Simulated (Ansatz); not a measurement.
LaTl3:
```
CELL_PARAMETERS angstrom
      4.86286     0.00000     0.00000
      0.00000     4.86286     0.00000
      0.00000     0.00000     4.86286
ATOMIC_POSITIONS crystal
  La 0.00000 0.00000 0.00000
  Tl 0.00000 0.50000 0.50000
  Tl 0.50000 0.00000 0.50000
  Tl 0.50000 0.50000 0.00000
```

Relaxed with r²SCAN. Special points in fractions of this cell's reciprocal vectors: Γ (0.000, 0.000, 0.000); X (0.000, 0.500, 0.000); M (0.500, 0.500, 0.000); R (0.500, 0.500, 0.500).

Task: List the band energies nearest the Fermi level at these points for plane-wave PAW r²SCAN (Ansatz code).

Result: In eV from the Fermi level; about four levels below and three above (degenerate sets whole), none deeper than 8.9 eV; points with the same levels are listed once.

| k | below | above |
|---|---|---|
| Γ | -4.33 -4.33 -0.99 -0.99 -0.99 | 1.57 1.57 1.57 |
| X | -3.85 -1.19 -1.19 -0.77 | 1.35 1.35 1.74 |
| M | -6.22 -6.22 -2.98 -0.20 -0.20 | 1.14 1.54 1.54 |
| R | -2.99 -1.43 -1.43 -1.43 | 1.99 1.99 1.99 |

Space group Pm-3m (Cu3Au type). The workflow started from a Materials Project entry (that database holds measured and hypothetical structures alike); the Crystallography Open Database files this formula in space group No. 221, but the cells were not matched. Its standing as an ambient phase is unchecked. The r²SCAN relaxation kept the symmetry of its start; its stability against distortions is not shown here. Spin–orbit coupling is left out wherever it is not named.

Potentials: the later of the program's two PAW sets.
